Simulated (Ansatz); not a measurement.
GaN (NiAs type, space group No. 194) under volume change, r²SCAN in the plane-wave PAW code Ansatz, shape and atoms relaxed at each volume.

```
V (Å³/atom)  E − E(relaxed) (meV/atom)  P (GPa)
-----------  -------------------------  -------
8.730                             66.5    26.87
9.017                             27.9    16.40
9.305                              6.6     7.53
9.593                              0.0     0.01
9.881                              5.9    -6.36
10.169                            22.3   -11.75
10.456                            47.6   -16.30
```

Question: What does a third-order Birch–Murnaghan fit give for V₀, B₀ and B′?

Answer: V₀ = 9.59 Å³/atom, B₀ = 230 GPa, B′ = 4.5.

Space group P6_3/mmc (NiAs type). The cell is a constructed one: a structure type filled with these elements; the Crystallography Open Database copy checked does not list it. It is not the phase usual at ambient conditions (space group No. 186, 216). The r²SCAN relaxation kept the symmetry of its start; whether a distortion lowers the energy is not shown.

Potentials: the later of the program's two PAW sets.
